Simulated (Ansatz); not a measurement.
The cell is B₃AsN₂ as one 6-atom ordering (Imm2) on the zincblende lattice; cell and atoms were relaxed with r2SCAN. The symmetry is Imm2 (No. 44, orthorhombic); a = 2.853 Å, b = 8.582 Å, c = 4.025 Å in the conventional setting, 8.21 Å³ an atom. N is surrounded by 4 B at 1.60–1.70 Å; B is surrounded by 3 N at 1.60–1.70 Å and 1 As at 1.99 Å; As is surrounded by 4 B at 1.93–1.99 Å and 2 As at 2.85 Å; B is surrounded by 2 N at 1.64 Å and 2 As at 1.93 Å.

The questions ask for values computed with the plane-wave code Ansatz on this geometry. Simulation only: non-magnetic, and no claim that this is the phase found in nature.

Given (10×10×10 mesh): PBE gives a direct gap of 0.15 eV at X.

(1) How does the gap change from PBE to PBE+SOC (10×10×10)?

(2) How does the gap change from PBE to r2SCAN (10×10×10)?

(3) What does HSE06 give for the gap (6×6×6 mesh)?

(4) How do the levels compare, in gap and in cost?

Results:

(1) PBE+SOC gives a direct gap of 0.15 eV at X. The gap differs by 0.00 eV from PBE's.

(2) The r2SCAN gap is direct at X: 0.39 eV. The gap differs by +0.24 eV from PBE's.

(3) The HSE06 gap is direct at X: 0.93 eV. The gap differs by +0.78 eV from PBE's.

(4) r2SCAN covers 31 % of the step from PBE to HSE06, while HSE06 needs about 6 times r2SCAN's cost (on a coarser mesh). Spin-orbit coupling moves the least or the direct gap by up to 0.01 eV, so it can be left out where a tenth of an eV counts. All these functionals give a gap of the same kind, direct.

Only the levels marked +SOC include spin-orbit coupling.
